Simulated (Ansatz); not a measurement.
Relaxed-ion elastic tensor of AlPt (CsCl type, Pm-3m) in GPa (Voigt order), PBEsol in the plane-wave PAW code Ansatz; density 12.86 g/cm³, 14.33 Å³ per atom.

```tsv
	1	2	3	4	5	6
1	208	198	198	0.0	0.0	0.0
2	198	208	198	0.0	0.0	0.0
3	198	198	208	0.0	0.0	0.0
4	0.0	0.0	0.0	88.0	0.0	0.0
5	0.0	0.0	0.0	0.0	88.0	0.0
6	0.0	0.0	0.0	0.0	0.0	88.0
```

Question: Is the crystal mechanically stable?

Answer: Yes: the smallest eigenvalue of C is 10.6 GPa.

Question: Work out the Voigt and Reuss bounds. Is their mean of use?

Answer: K_V = 201, K_R = 201; G_V = 54.9, G_R = 12.1 GPa. The bounds lie so far apart that a Hill average or a Debye temperature from it would say little.

The workflow started from a Materials Project entry (that database holds measured and hypothetical structures alike); the Crystallography Open Database copy checked does not list it. With Al and Pt taken as one species the cell has the higher symmetry Im-3m, so it may be an ordered model of a mixed-site phase. Whether it is the stable phase at ambient conditions was not checked. The PBEsol relaxation kept the symmetry of its start; phonons on a q-mesh show weakly imaginary modes. No spin polarisation was allowed. As this level gives no gap, shear constants depend on the k-mesh and smearing (Fermi–Dirac, 0.1 eV here). Spin–orbit coupling is left out wherever it is not named.

Potentials: the later of the program's two PAW sets.
